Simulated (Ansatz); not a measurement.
**PbSe with indium replacing Pb: a run for the field gradients**

```yaml
crystal:
  lattice:
    - [0.0, 9.18195, 9.18195]
    - [9.18195, 0.0, 9.18195]
    - [9.18195, 9.18195, 0.0]
  atoms:
    - { symbol: In, position: [0.0, 0.0, 0.0] }
    - { symbol: Pb, position: [0.0, 0.0, 0.3333333333] }
    - { symbol: Pb, position: [0.0, 0.0, 0.6666666667] }
    - { symbol: Pb, position: [0.0, 0.3333333333, 0.0] }
    - { symbol: Pb, position: [0.0, 0.3333333333, 0.3333333333] }
    - { symbol: Pb, position: [0.0, 0.3333333333, 0.6666666667] }
    - { symbol: Pb, position: [0.0, 0.6666666667, 0.0] }
    - { symbol: Pb, position: [0.0, 0.6666666667, 0.3333333333] }
    - { symbol: Pb, position: [0.0, 0.6666666667, 0.6666666667] }
    - { symbol: Pb, position: [0.3333333333, 0.0, 0.0] }
    - { symbol: Pb, position: [0.3333333333, 0.0, 0.3333333333] }
    - { symbol: Pb, position: [0.3333333333, 0.0, 0.6666666667] }
    - { symbol: Pb, position: [0.3333333333, 0.3333333333, 0.0] }
    - { symbol: Pb, position: [0.3333333333, 0.3333333333, 0.3333333333] }
    - { symbol: Pb, position: [0.3333333333, 0.3333333333, 0.6666666667] }
    - { symbol: Pb, position: [0.3333333333, 0.6666666667, 0.0] }
    - { symbol: Pb, position: [0.3333333333, 0.6666666667, 0.3333333333] }
    - { symbol: Pb, position: [0.3333333333, 0.6666666667, 0.6666666667] }
    - { symbol: Pb, position: [0.6666666667, 0.0, 0.0] }
    - { symbol: Pb, position: [0.6666666667, 0.0, 0.3333333333] }
    - { symbol: Pb, position: [0.6666666667, 0.0, 0.6666666667] }
    - { symbol: Pb, position: [0.6666666667, 0.3333333333, 0.0] }
    - { symbol: Pb, position: [0.6666666667, 0.3333333333, 0.3333333333] }
    - { symbol: Pb, position: [0.6666666667, 0.3333333333, 0.6666666667] }
    - { symbol: Pb, position: [0.6666666667, 0.6666666667, 0.0] }
    - { symbol: Pb, position: [0.6666666667, 0.6666666667, 0.3333333333] }
    - { symbol: Pb, position: [0.6666666667, 0.6666666667, 0.6666666667] }
    - { symbol: Se, position: [0.1666666667, 0.1666666667, 0.1666666667] }
    - { symbol: Se, position: [0.1666666667, 0.1666666667, 0.5] }
    - { symbol: Se, position: [0.1666666667, 0.1666666667, 0.8333333333] }
    - { symbol: Se, position: [0.1666666667, 0.5, 0.1666666667] }
    - { symbol: Se, position: [0.1666666667, 0.5, 0.5] }
    - { symbol: Se, position: [0.1666666667, 0.5, 0.8333333333] }
    - { symbol: Se, position: [0.1666666667, 0.8333333333, 0.1666666667] }
    - { symbol: Se, position: [0.1666666667, 0.8333333333, 0.5] }
    - { symbol: Se, position: [0.1666666667, 0.8333333333, 0.8333333333] }
    - { symbol: Se, position: [0.5, 0.1666666667, 0.1666666667] }
    - { symbol: Se, position: [0.5, 0.1666666667, 0.5] }
    - { symbol: Se, position: [0.5, 0.1666666667, 0.8333333333] }
    - { symbol: Se, position: [0.5, 0.5, 0.1666666667] }
    - { symbol: Se, position: [0.5, 0.5, 0.5] }
    - { symbol: Se, position: [0.5, 0.5, 0.8333333333] }
    - { symbol: Se, position: [0.5, 0.8333333333, 0.1666666667] }
    - { symbol: Se, position: [0.5, 0.8333333333, 0.5] }
    - { symbol: Se, position: [0.5, 0.8333333333, 0.8333333333] }
    - { symbol: Se, position: [0.8333333333, 0.1666666667, 0.1666666667] }
    - { symbol: Se, position: [0.8333333333, 0.1666666667, 0.5] }
    - { symbol: Se, position: [0.8333333333, 0.1666666667, 0.8333333333] }
    - { symbol: Se, position: [0.8333333333, 0.5, 0.1666666667] }
    - { symbol: Se, position: [0.8333333333, 0.5, 0.5] }
    - { symbol: Se, position: [0.8333333333, 0.5, 0.8333333333] }
    - { symbol: Se, position: [0.8333333333, 0.8333333333, 0.1666666667] }
    - { symbol: Se, position: [0.8333333333, 0.8333333333, 0.5] }
    - { symbol: Se, position: [0.8333333333, 0.8333333333, 0.8333333333] }
total_charge: 1
kpoints:
  mp_grid: { grid: [2, 2, 2] }
scf:
  occupations: { method: fermi_dirac, width: 0.01 }
  max_iter: 100
hamiltonian:
  xc: lda+u
  pseudopotentials: { kind: paw }
output:
  forces: true
  stress: true
  populations: true
  efg: { quadrupole_moments_barn: { In: 0.772 }, contact_densities: true }
```

```sh
ansatz run input.yaml --threads 4 --pin off --max-ram 10240MiB --backend cpu --events-out ev --progress --plain --runs-dir out
```

Problem. Does this calculation finish, and if not, why?

Solution. The input was rejected before any iteration. The input holds an unknown functional. The program says:

```
Error: YAML parse error: error: line 68 column 7: hamiltonian.xc: unknown variant `lda+u`, expected one of `lda`, `lda-pw`, `pw92`, `pbe`, `pbesol`, `rpbe`, `revpbe`, `blyp`, `pbe0`, `revpbe0`, `b3lyp`, `b3lyp5`, `hse06`, `wpbeh`, `hiss`, `lc_wpbe`, `cam_b3lyp`, `hf`, `r2scan`, `r2scanh`, `r2scan0`, `r2scan50`, `mr2scan`
  --> <input>:68:7
   |
66 |   max_iter: 100
67 | hamiltonian:
68 |   xc: lda+u
   |       ^ hamiltonian.xc: unknown variant `lda+u`, expected one of `lda`, `lda-pw`, `pw92`, `pbe`, `pbesol`, `rpbe`, `revpbe`, `blyp`, `pbe0`, `revpbe0`, `b3lyp`, `b3lyp5`, `hse06`, `wpbeh`, `hiss`, `lc_wpbe`, `cam_b3lyp`, `hf`, `r2scan`, `r2scanh`, `r2scan0`, `r2scan50`, `mr2scan`
69 |   pseudopotentials: { kind: paw }
70 | output:
   |
```

Against a sound input the change was `hamiltonian.xc`: pbe → lda+u; `scf.max_iter`: not typed → 100.

With the sound settings the run converges and gives V_zz (10²¹ V/m²) Pb2 -0.71 (η 0.59), Pb5 0.084 (η 0.00), Pb15 0.55 (η 0.00), Se28 0.36 (η 0.00), Se30 6.09 (η 0.00), Se32 -0.65 (η 0.71), and under 0.004 at the other sites; a site carries the number of its first atom in the input. The run isn't spin-polarised, and a state with spin may lie lower. The defect repeats with the cell of 54 atoms, so it feels its images: sites between two images don't show the values beside a lone defect, and zeros or small values of η there can come from the images' arrangement. A uniform background compensates the cell's charge. The defect cell has no gap above 0.1 eV on its mesh, so the values can hang on the smearing and the k-mesh. Spin–orbit coupling is left out, which shifts gradients on Pb by a few per cent in wide-gap crystals, and can shift them far more where the calculated gap is small or absent, as here. The neighbours have not yet relaxed around the defect (largest force 0.42 eV/Å), so a real crystal will differ.
